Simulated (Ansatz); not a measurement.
An Ansatz (an electronic-structure program) run. Input:

Ansatz 0.2 input:
```yaml
crystal:
  lattice:
    - [4.1734521389, 0.0, 0.0]
    - [-2.0867260695, 3.6143155738, 0.0]
    - [0.0, 0.0, 7.3489072332]
  atoms:
    - { symbol: In, position: [0.0, 0.0, 0.0] }
    - { symbol: In, position: [0.0, 0.0, 0.5] }
    - { symbol: Sb, position: [0.3333333333, 0.6666666667, 0.25] }
    - { symbol: Sb, position: [0.6666666667, 0.3333333333, 0.75] }
kpoints:
  mp_grid: { grid: [16, 16, 8] }
hamiltonian:
  xc: pbesol
  pseudopotentials: { azcp: { folder: ./paw }, kind: paw }
scf:
  occupations: { method: fermi_dirac, width: 0.1 }
elastic: { mode: relaxed_ion, stencil: two_point, amplitude: 0.005, f_tol: 0.0005 }
```

Output (shortened):

```
Pseudopotentials: kind: paw
Pseudopotential: In, paw, valence charge 13
Pseudopotential: Sb, paw, valence charge 15
Functional definition: PBEsol
Crystal: 4 atoms, lattice volume = 110.852 Å³
Basis set: ecut = 420 eV, 2119 PW (Γ), exchange–correlation on 60×60×100 points (8 copies of the dense FFT grid, shifted against one another)
Bands: 34, of which v1, the nominal top of the filled ones, is band 28 counted from 1 (27 counted from 0)
Symmetry: 24 space group operations
Space group: P63/mmc (ITA 194), of the structure as read, at distance tolerance 4.8e-5 Å
k-points: 150 of 2048
PAW frozen core: In, regenerated for the run's functional, and the local potential with it
PAW frozen core: Sb, regenerated for the run's functional, and the local potential with it
Initial density: superposition of atomic densities (chi_scale 0.1, normalization cell, long waves kept (reshape's long-wave potential 0.00 eV rms))
Initial wavefunctions: pseudopotential atomic-orbital guess
Eigensolver: davidson
Functional: x = pbesol(κ = 0.804, μ = 0.12345679012345678), c = pbesol(β = 0.046)
all-band conjugate gradients solve this SCF's bands
SCF 1 converged in 13 iterations: F = -23867.179060 eV  dr2 = 4.15e-14
Crystal: 4 atoms, lattice volume = 110.298 Å³
Basis set: ecut = 420 eV, 2111 PW (Γ), exchange–correlation on 60×60×100 points (8 copies of the dense FFT grid, shifted against one another)
Symmetry: 8 space group operations
k-points: 365 of 2048
Initial density: handed on by an earlier stage of this run
Initial wavefunctions: pseudopotential atomic-orbital guess (no wavefunctions were taken with the density)
SCF 2 converged in 12 iterations: F = -23867.178359 eV  dr2 = 6.70e-14
relax step   1: F+E_penalty+E_count = -23867.17835927 eV  Δ(F+E_penalty+E_count) = +0.000e0 eV  max|allowed force component| = 1.304e-2 eV/Å  Δτ_max = 0.0000 Å  (12 SCF iters, accepted)
density extrapolation: transplant  |δρ|_rms = 1.556e-2 e/Å³  SAD shift = 9.397e-3 e/Å³
Crystal: 4 atoms, lattice volume = 110.298 Å³
Initial wavefunctions: those handed on with the density
SCF 3 converged in 9 iterations: F = -23867.178421 eV  dr2 = 2.61e-14
relax step   2: F+E_penalty+E_count = -23867.17842083 eV  Δ(F+E_penalty+E_count) = -6.156e-5 eV  max|allowed force component| = 7.499e-4 eV/Å  Δτ_max = 0.0045 Å  (9 SCF iters, accepted)
density extrapolation: transplant  |δρ|_rms = 1.556e-2 e/Å³  SAD shift = 5.732e-4 e/Å³
Crystal: 4 atoms, lattice volume = 110.298 Å³
SCF 4 converged in 7 iterations: F = -23867.178421 eV  dr2 = 7.86e-14
relax step   3: F+E_penalty+E_count = -23867.17842103 eV  Δ(F+E_penalty+E_count) = -2.037e-7 eV  max|allowed force component| = 1.204e-6 eV/Å  Δτ_max = 0.0003 Å  (7 SCF iters, accepted)
Crystal: 4 atoms, lattice volume = 110.298 Å³
SCF 5 converged in 5 iterations: F = -23867.178421 eV  dr2 = 5.76e-14
Crystal: 4 atoms, lattice volume = 111.406 Å³
Basis set: ecut = 420 eV, 2151 PW (Γ), exchange–correlation on 60×60×100 points (8 copies of the dense FFT grid, shifted against one another)
SCF 6 converged in 12 iterations: F = -23867.178529 eV  dr2 = 5.29e-14
relax step   1: F+E_penalty+E_count = -23867.17852888 eV  Δ(F+E_penalty+E_count) = +0.000e0 eV  max|allowed force component| = 1.190e-2 eV/Å  Δτ_max = 0.0000 Å  (12 SCF iters, accepted)
density extrapolation: transplant  |δρ|_rms = 1.542e-2 e/Å³  SAD shift = 9.033e-3 e/Å³
Crystal: 4 atoms, lattice volume = 111.406 Å³
SCF 7 converged in 9 iterations: F = -23867.178581 eV  dr2 = 1.87e-14
relax step   2: F+E_penalty+E_count = -23867.17858144 eV  Δ(F+E_penalty+E_count) = -5.257e-5 eV  max|allowed force component| = 3.059e-4 eV/Å  Δτ_max = 0.0043 Å  (9 SCF iters, accepted)
Crystal: 4 atoms, lattice volume = 111.406 Å³
SCF 8 converged in 5 iterations: F = -23867.178581 eV  dr2 = 8.60e-14
density extrapolation: transplant  |δρ|_rms = 1.549e-2 e/Å³  SAD shift = 5.960e-3 e/Å³
Crystal: 4 atoms, lattice volume = 110.298 Å³
Basis set: ecut = 420 eV, 2095 PW (Γ), exchange–correlation on 60×60×100 points (8 copies of the dense FFT grid, shifted against one another)
SCF 9 converged in 9 iterations: F = -23867.177571 eV  dr2 = 6.15e-14
density extrapolation: first-order (α = -2.000)  |δρ|_rms = 1.549e-2 e/Å³  SAD shift = 5.914e-3 e/Å³
Crystal: 4 atoms, lattice volume = 111.406 Å³
Basis set: ecut = 420 eV, 2143 PW (Γ), exchange–correlation on 60×60×100 points (8 copies of the dense FFT grid, shifted against one another)
SCF 10 converged in 7 iterations: F = -23867.179082 eV  dr2 = 2.57e-14
Crystal: 4 atoms, lattice volume = 110.851 Å³
Basis set: ecut = 420 eV, 2131 PW (Γ), exchange–correlation on 60×60×100 points (8 copies of the dense FFT grid, shifted against one another)
Symmetry: 4 space group operations
k-points: 554 of 2048
SCF 11 converged in 11 iterations: F = -23867.178854 eV  dr2 = 1.42e-14
relax step   1: F+E_penalty+E_count = -23867.17885354 eV  Δ(F+E_penalty+E_count) = +0.000e0 eV  max|allowed force component| = 2.306e-4 eV/Å  Δτ_max = 0.0000 Å  (11 SCF iters, accepted)
Crystal: 4 atoms, lattice volume = 110.851 Å³
SCF 12 converged in 6 iterations: F = -23867.178854 eV  dr2 = 5.11e-14
Crystal: 4 atoms, lattice volume = 110.851 Å³
SCF 13 converged in 11 iterations: F = -23867.178854 eV  dr2 = 1.43e-14
relax step   1: F+E_penalty+E_count = -23867.17885354 eV  Δ(F+E_penalty+E_count) = +0.000e0 eV  max|allowed force component| = 2.306e-4 eV/Å  Δτ_max = 0.0000 Å  (11 SCF iters, accepted)
Crystal: 4 atoms, lattice volume = 110.851 Å³
SCF 14 converged in 6 iterations: F = -23867.178854 eV  dr2 = 5.10e-14
SCF converged after 13 iterations
Free energy (F): -23867.179060 eV
Harris-Foulkes:  -23867.179060 eV  (|F-HF|=0.00e0)
Internal energy: -23867.110896 eV  (E = F + TS)
E sigma→0 (E₀):  -23867.144978 eV
Entropy (-TS):   -0.068164 eV (-17.041 meV/atom)
Fermi energy:    9.962426 eV
--- Per-component energies (eV) ---
  E_band       = -374.310258
  E_kinetic    = 763.078888
  E_local      = -5222.501058  (includes V_loc(G=0)·N_el)
  E_nonlocal   = 1440.027517
  E_hartree    = 2137.114707
  E_xc         = -480.743467
  E_vxc        = -362.005350  (∫ρ·V_xc dr)
  E_paw        = -17210.053598  (= ΣΔE_a)
  E_vpaw       = -1267.140175  (= ΣTr[D̂ρ^β])
  E_aug_tail   = 0.000506  (compensation charges beyond the density's cutoff)
  E_ewald      = -5295.169909
  E_core_change = 1.135517  (= ΣΔE_core)
  E_smearing   = -0.068164  (= −TS)
  E_closure    =  0.000000  (closes the sum)
  Σ components = -23867.179060   (vs F -23867.179060, Δ=0.00e0)
--- Forces (eV/Å), atoms counted from 1 ---
  atom   1  In     0.00000000     0.00000000     0.00000000
  atom   2  In     0.00000000     0.00000000     0.00000000
  atom   3  Sb     0.00000000     0.00000000     0.00000000
  atom   4  Sb     0.00000000     0.00000000     0.00000000
  max |Σ_I F_I| component: 2.78e-17 eV/Å
--- Stress (GPa, compression-positive) ---
        0.021976       0.000000       0.000000
        0.000000       0.021976       0.000000
        0.000000       0.000000       0.215929
  P = ⅓ Tr σ = 0.0866 GPa (0.866 kbar)
  The stress holds the Pulay correction. Without it, at fixed plane waves, as pw.x and ABINIT print it: P = 0.0688 GPa
  The stress includes an estimate of the error left by incomplete SCF convergence (largest component  0.0000 GPa; it does not cover the PAW one-centre terms).
--- Band table (eV; the first three rows and the last of 150) ---
  k-point 0: bands = ["-18.6653", "-18.6653", "-18.6648", "-18.6648", "-18.6626", "-18.6626", "-18.6588", "-18.6588", "-18.6532", "-18.6511", "-4.4884", "-4.4728", "-4.4728", "-4.4160", "-4.4160", "-4.3952", "-4.3952", "-4.3647", "-4.3647", "-4.3428", …
  k-point 1: bands = ["-18.6653", "-18.6653", "-18.6648", "-18.6648", "-18.6625", "-18.6625", "-18.6590", "-18.6590", "-18.6531", "-18.6512", "-4.4827", "-4.4704", "-4.4704", "-4.4178", "-4.4178", "-4.3943", "-4.3943", "-4.3663", "-4.3663", "-4.3482", …
  k-point 2: bands = ["-18.6652", "-18.6652", "-18.6649", "-18.6649", "-18.6620", "-18.6620", "-18.6594", "-18.6594", "-18.6529", "-18.6514", "-4.4666", "-4.4637", "-4.4637", "-4.4233", "-4.4233", "-4.3916", "-4.3916", "-4.3704", "-4.3704", "-4.3637", …
  k-point 149: bands = ["-18.6629", "-18.6629", "-18.6625", "-18.6625", "-18.6617", "-18.6617", "-18.6603", "-18.6603", "-18.6478", "-18.6478", "-4.5103", "-4.5103", "-4.4619", "-4.4619", "-4.3836", "-4.3836", "-4.3779", "-4.3779", "-4.3677", "-4.3677", …
  band table: 34 of 34 bands, residual norms ≤ 1.0e-3 eV
--- Elastic constants: 3 strain directions × 2 members + reference (group order 24) ---
  dense FFT box of the reference and of every strained cell: 30×30×50
  strains applied: 11, 33, 23; error gains …
  C = ∂σ_k/∂η_j (tension-positive GPa; Voigt order 11 22 33 23 13 12):
        64.511     45.257     47.660      0.000      0.000      0.000
        45.257     64.511     47.660      0.000      0.000      0.000
        47.846     47.846     84.764      0.000      0.000      0.000
         0.000      0.000      0.000     23.854      0.000      0.000
         0.000      0.000      0.000      0.000     23.854      0.000
         0.000      0.000      0.000      0.000      0.000      9.627
  reference stress σ⁰ (GPa):     -0.022     -0.022     -0.216      0.000      0.000      0.000
  moduli (Voigt/Reuss/Hill, GPa): K = 55.03/53.73/54.38   G = 16.34/13.84/15.09   E = 41.43   ν = 0.373
  mechanically stable: yes (min eigenvalue of sym C = 9.63 GPa)
  strain η (Voigt 11):  stress-route row diagonal C_11 = 64.51 GPa, energy-path curvature d²(F+E_count+ΔE)/dδ²/Ω₀ = 64.53 GPa
         δ    σ_11 (GPa)             F (eV)   n_scf  n_hpsi   n_pw
    -5.000e-3      -0.3478      -23867.1784210       5  163986   2175   relax 3 steps, max|allowed force component| 1.20e-6 eV/Å
     5.000e-3       0.2973      -23867.1785814       5  163713   2194   relax 2 steps, max|allowed force component| 3.06e-4 eV/Å
  strain η (Voigt 33):  stress-route row diagonal C_33 = 84.76 GPa, energy-path curvature d²(F+E_count+ΔE)/dδ²/Ω₀ = 84.76 GPa
         δ    σ_33 (GPa)             F (eV)   n_scf  n_hpsi   n_pw
    -5.000e-3      -0.6471      -23867.1775707       9  101295   2174   relax 0 steps, max|allowed force component| 1.73e-16 eV/Å
     5.000e-3       0.2005      -23867.1790819       7   82712   2194   relax 0 steps, max|allowed force component| 1.06e-16 eV/Å
  strain η (Voigt 23):  stress-route row diagonal C_44 = 23.85 GPa, energy-path curvature d²(F+E_count+ΔE)/dδ²/Ω₀ = 23.91 GPa
         δ    σ_23 (GPa)             F (eV)   n_scf  n_hpsi   n_pw
    -5.000e-3      -0.1193      -23867.1788535       6  258917   2185   relax 1 steps, max|allowed force component| 2.31e-4 eV/Å
     5.000e-3       0.1193      -23867.1788535       6  258944   2185   relax 1 steps, max|allowed force component| 2.31e-4 eV/Å
```

Cost: around 18 core-minutes (rough) on shared cores.

Space group P6_3/mmc (NiAs type). The start of the workflow was typed in or built on a structure type; neither database checked (COD, Materials Project) lists it. It is not the phase usual at ambient conditions (space group No. 216). Symmetry was held in the PBEsol relaxation; its stability against distortions is not shown here. As this level gives no gap, shear constants depend on the k-mesh and smearing (Fermi–Dirac, 0.1 eV here). Spin–orbit coupling is left out wherever it is not named.

Potentials: the earlier of the program's two PAW sets. The files were generated under PBE; for other functionals the program regenerates the frozen cores, and for LDA and PBEsol the local potential too.

Ansatz is a plane-wave DFT program.
